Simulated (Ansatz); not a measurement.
The relaxed structure here is a generated cell of Si2Mo: the first start was made by placing the elements on the sites of a structure type, and the end was not matched to a known phase here, so it may be hypothetical. Known forms of Si2Mo include space group No. 139.

One starting cell of Si2Mo (a generated trial cell of Si2Mo in the fluorite structure type) was relaxed twice with Ansatz (plane waves, PAW, scalar-relativistic): with r2SCAN at 500 eV and with PBE at 420 eV. The r2SCAN result:

```
Si2Mo
1.0
    0.00000     2.91364     2.91364
    2.91364     0.00000     2.91364
    2.91364     2.91364     0.00000
Mo Si
1 2
Direct
  0.00000   0.00000   0.00000
  0.25000   0.25000   0.25000
  0.75000   0.75000   0.75000
```

```tsv
quantity	r2SCAN	PBE
space group	Fm-3m	Fm-3m
volume (Å³/atom)	16.49	[?]
a (Å)	5.827	[?]
gap (eV, no spin-orbit coupling)	0.00	[?]
```

Q: Fill in the PBE column.

A: 
- volume (Å³/atom), PBE: 16.74
- a (Å), PBE: 5.857
- gap (eV, no spin-orbit coupling), PBE: 0.00

Both levels end in the same structure; PBE's volume is 1.5 % larger. Neither column is exact.

No spin polarisation in the result.

The run could not lose the symmetry of its start, so the end can be a saddle point.

All atoms sit on sites fixed by symmetry, so only the cell could relax.

Ansatz is a program for electronic structure.
